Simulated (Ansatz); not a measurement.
Ga₂S₃:
```
CELL_PARAMETERS angstrom
     -1.83796     5.56641     2.67934
      1.83796    -5.56641     2.67934
      1.83796     5.56641    -2.67934
ATOMIC_POSITIONS crystal
  Ga 0.16623 0.00702 0.15921
  Ga 0.84780 0.00702 0.84079
  S  0.90844 0.24244 0.66600
  S  0.57644 0.24244 0.33400
  S  0.25108 0.25108 0.00000
```

r²SCAN (plane waves, PAW; program Ansatz) gives a gap of 1.95 eV without spin–orbit coupling, maximum at X, minimum at Γ.

Problem. What happens when spin–orbit coupling is switched on?

Solution. The gap stays essentially unchanged, to 1.95 eV; maximum at X, minimum at Γ.

Problem. Give the electron effective mass with spin–orbit coupling.

Solution. 0.20, 0.26, 0.35 mₑ (principal values).

Problem. Give the hole effective mass with spin–orbit coupling.

Solution. 0.45, 3.5, 3.5 mₑ (principal values).

Space group Imm2. The workflow started from a Materials Project entry (that database holds measured and hypothetical structures alike); the Crystallography Open Database copy checked does not list it. COD files the formula under space group No. 9. Whether it is the stable phase at ambient conditions was not checked. The r²SCAN relaxation kept the symmetry of its start; whether a distortion lowers the energy is not shown.

Potentials: the later of the program's two PAW sets.
